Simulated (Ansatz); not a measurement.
Pd (simple cubic, Pm-3m) at seven volumes, r²SCAN (plane waves, PAW; program Ansatz), scaled uniformly. One row is withheld.

```
V (Å³/atom)  P (GPa)
-----------  -------
15.810         16.45
16.332          9.90
16.853             ?
17.374          0.00
17.895         -3.71
18.417         -6.77
18.938         -9.29
```

Problem. Fit the shown pressures and predict the withheld one.

Solution. P = (3/2)B₀(x^(7/2) − x^(5/2))[1 + (3/4)(B′ − 4)(x − 1)] with x = (V₀/V)^(2/3). Least squares on the six rows gives V₀ = 17.374 Å³/atom, B₀ = 136 GPa, B′ = 5.33. At V = 16.853, x = 1.0205 and P = 4.49 GPa. The run itself gave 4.49 GPa.

A made-up cell: these elements were put on the sites of a structure type; neither database checked (COD, Materials Project) lists it. It is not the phase usual at ambient conditions (space group No. 225). The r²SCAN relaxation kept the symmetry of its start. At this level the phase is mechanically unstable. No spin polarisation was allowed.

Potentials: the earlier of the program's two PAW sets.
